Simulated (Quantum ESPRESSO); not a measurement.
Ru2RhW2Al3, a guest atom moved from site to site

A calculation, not a measurement. The program is pw.x of Quantum ESPRESSO 7.5 (plane-wave density functional theory). The cell is made up: eight metal atoms on a face-centred cubic lattice, with elements, volume, strain and displacements drawn at random and not relaxed, so it may be unstable or far from any real phase. PseudoDojo standard norm-conserving files set the functional (PBE unless stated); there is no spin polarisation or spin-orbit coupling, the Fermi-Dirac width of 0.25 eV means electrons at about 2900 K, and the masses in the input are unused placeholders. Heavy elements are run without spin-orbit coupling, which real alloys of them have. A spin test at this wide smearing found no moment, but such smearing suppresses magnetism that the real alloy may have.

The runs move one Rh atom among sites that otherwise hold Al. Cell, positions, cutoff, mesh and smearing stay as in the input of run 1; sites are counted in its order. Stress in the tables is positive in tension.

Input of run 1:

```
&control calculation='scf', pseudo_dir='./dojo.nc.sr.pbe.v0_5.standard.upf', outdir='./o', disk_io='minimal', tprnfor=.true., tstress=.true. /
&system ibrav=0, nat=8, ntyp=4, nbnd=57, ecutwfc=87.97787729, nosym=.true., tot_charge=0,
 occupations='smearing', smearing='fd', degauss=0.0183746611
/
&electrons conv_thr=1.470e-08, electron_maxstep=70, mixing_beta=0.5 /
ATOMIC_SPECIES
Al 1.0 Al.upf
Rh 1.0 Rh.upf
Ru 1.0 Ru.upf
W 1.0 W.upf
CELL_PARAMETERS angstrom
1.9334 3.8669 1.9334
1.9334 -3.8669 1.9334
1.9334 0.0 -5.8002
ATOMIC_POSITIONS angstrom
Ru -0.0313 0.0074 0.0727
Rh 2.0511 -1.8641 0.034
W 1.8953 0.1633 -2.0344
W 3.9244 -1.9141 -1.8802
Al 1.9066 -0.0197 2.0098
Al 1.8667 1.8554 0.0036
Ru 3.8174 -0.0248 0.064
Al 3.8237 1.9142 -1.9639
K_POINTS automatic
6 6 4 1 1 1
```

| run | elements on sites 1 to 8 | free energy less that of run 1 (eV) | -TS (eV) | pressure (GPa) | stress xx (GPa) | stress yy (GPa) | stress zz (GPa) | stress yz (GPa) | stress xz (GPa) | stress xy (GPa) | iterations |
| --- | --- | --- | --- | --- | --- | --- | --- | --- | --- | --- | --- |
| 1 | Ru Rh W W Al Al Ru Al | 0.000 | -1.365 | 9.19 | -9.11 | -10.99 | -7.47 | -0.66 | 3.69 | -2.30 | 13 |
| 2 | Ru Al W W Rh Al Ru Al | -0.155 | -1.344 | 9.24 | -14.34 | -0.99 | -12.38 | -0.65 | 1.07 | -0.26 | 13 |
| 3 | Ru Al W W Al Rh Ru Al | -0.233 | -1.267 | 8.64 | -9.88 | -10.17 | -5.88 | -2.27 | 2.36 | -3.31 | 15 |
| 4 | Ru Al W W Al Al Ru Rh | -0.128 | -1.251 | 8.88 | -9.40 | -7.69 | -9.56 | 0.73 | -2.17 | 1.15 | 13 |

Forces Fx Fy Fz (eV/Å):

```
site             run 1             run 2             run 3             run 4
   1   0.49 0.08 -0.74   0.85 0.03 -1.06  0.18 -0.25 -0.39   1.21 0.21 -1.18
   2  -1.94 -0.05 0.02  -2.16 0.40 -0.07  -1.71 0.32 -0.26  -2.18 0.26 -0.31
   3  -0.90 -3.02 1.21  -0.76 -2.75 1.06  -0.47 -2.86 1.06  -0.05 -2.73 0.99
   4  -1.45 0.75 -0.99  -1.06 0.64 -1.13  -0.77 0.56 -1.61  -1.54 0.47 -0.93
   5  1.15 -0.01 -1.14  0.66 -0.05 -0.62   1.19 0.05 -1.03   0.70 0.16 -0.50
   6    0.86 0.69 0.64    0.93 0.57 0.83    0.85 1.03 0.88    1.26 0.67 0.54
   7    0.40 1.14 0.07    0.10 0.74 0.16   -0.14 0.71 0.01   -0.46 0.72 0.39
   8    1.39 0.43 0.92    1.44 0.42 0.82    0.86 0.45 1.34    1.06 0.24 1.00
```

The sites are displaced and not relaxed, so the energy differences mix bonding between neighbours with strain and are not ordering energies. A rerun of one cell of this series at a higher cutoff and on a denser mesh moved values by no more than 0.003 eV in energy, 0.03 GPa in stress and 0.003 eV/Å in force, and a second program with other atomic files agreed on that cell to 2 % rms in force and 0.5 GPa in pressure.